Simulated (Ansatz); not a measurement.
Data:

In3GaSbAs3:
```yaml
crystal:
  lattice:
    - [4.36660, 0.00000, 0.00000]
    - [0.00000, 4.38351, 0.00000]
    - [0.00000, 0.00000, 12.41811]
  atoms:
    - { symbol: In, position: [0.00000, 0.00000, 0.99568] }
    - { symbol: As, position: [0.00000, 0.50000, 0.87152] }
    - { symbol: In, position: [0.50000, 0.50000, 0.74623] }
    - { symbol: As, position: [0.50000, 0.00000, 0.62217] }
    - { symbol: In, position: [0.00000, 0.00000, 0.49725] }
    - { symbol: As, position: [0.00000, 0.50000, 0.37206] }
    - { symbol: Ga, position: [0.50000, 0.50000, 0.26321] }
    - { symbol: Sb, position: [0.50000, 0.00000, 0.13932] }
```

This is the PBE-relaxed structure.

**Question.** All from PBE in the plane-wave PAW code Ansatz, unless another level is named. Give the electronic character.

**Answer.** no gap, with almost no states at the Fermi level (zero-gap or semimetallic).

**Question.** Predict the formation energy from the elements (no fitted shifts).

**Answer.** -0.21 eV/atom.

Space group Pmm2. The start of the workflow was typed in or built on a structure type; neither database checked (COD, Materials Project) lists it. Whether it is the stable phase at ambient conditions was not checked. The PBE relaxation kept the symmetry of its start; whether a distortion lowers the energy is not shown. The references are the lowest solids computed at this level, not always the standard phases. Spin–orbit coupling is left out wherever it is not named.

Potentials: the earlier of the program's two PAW sets.
